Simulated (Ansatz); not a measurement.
## Slab of bcc Mo (111), 5 layers

The slab is cut from the bcc crystal, the stable phase, as relaxed on PAW files (15.06 Å³/atom), with 16 Å of vacuum and a dipole correction:

```
CELL_PARAMETERS angstrom
4.39991 0.00000 0.00000
-2.19995 3.81043 0.00000
0.00000 0.00000 19.59250
ATOMIC_POSITIONS crystal
Mo 0.83333 0.16667 0.40832
Mo 0.16667 0.83333 0.45416
Mo 0.50000 0.50000 0.50000
Mo 0.83333 0.16667 0.54584
Mo 0.16667 0.83333 0.59168
```

All numbers are LDA results (scalar-relativistic) from Ansatz 0.2.0, with a Γ-centred 11×11×1 k mesh, Fermi–Dirac smearing of 0.08 eV, no spin polarisation. Methods: LAPW: all electrons, basis error target 1 meV/atom; PAW: frozen-core files, cutoff 420 eV.

The bulk energy comes from a cell in the slab's orientation on a 11×11×15 mesh. The surface energy is (E(slab) − N·E(bulk))/2A at zero smearing, the mean of both faces; thin slabs carry quantum-size effects.

The PAW files were made under PBE.

Problem. As cut, the LAPW slab lies 8.207 eV above 5 atoms of bulk. What surface energy is that?

Solution. Over two faces of 16.77 Å² it is 244.8 meV/Å², and times 16.02 J/m² per eV/Å² that gives γ = 3.922 J/m².

Problem. What do relaxation and the other method give, and what work function comes out?

Solution. 

```json
{"method": "LAPW", "γ as cut (J/m²)": "3.922", "γ relaxed (J/m²)": "3.438", "Φ as cut (eV)": "4.02", "Φ relaxed (eV)": "4.07"}
{"method": "PAW", "γ as cut (J/m²)": "3.922", "γ relaxed (J/m²)": "3.437", "Φ as cut (eV)": "4.02", "Φ relaxed (eV)": "4.07"}
```

Problem. How do the spacings between the planes relax?

Solution. From the bottom face up: d12 -22.1 % of 0.898 Å, d23 -6.8 % of 0.898 Å, d34 -6.8 % of 0.898 Å, d45 -22.1 % of 0.898 Å.

Problem. What changes if relativity is switched off, at the same positions?

Solution. LAPW then gives: no gap, work function 4.02 eV.

Problem. What changes if the vacuum is set to 13 Å?

Solution. LAPW then gives: no gap, work function 4.07 eV; PAW: no gap, work function 4.07 eV.

Problem. A 3d core hole is made on one atom of each kind in every 1×1 cell (PAW hole dataset, neutral cell, valence without spin). What does it cost by layer?

Solution. layer 1 226.99 eV, layer 2 227.17 eV, layer 3 227.39 eV. Shifts between layers mean more than the absolute values, and a whole layer of holes screens otherwise than one hole.
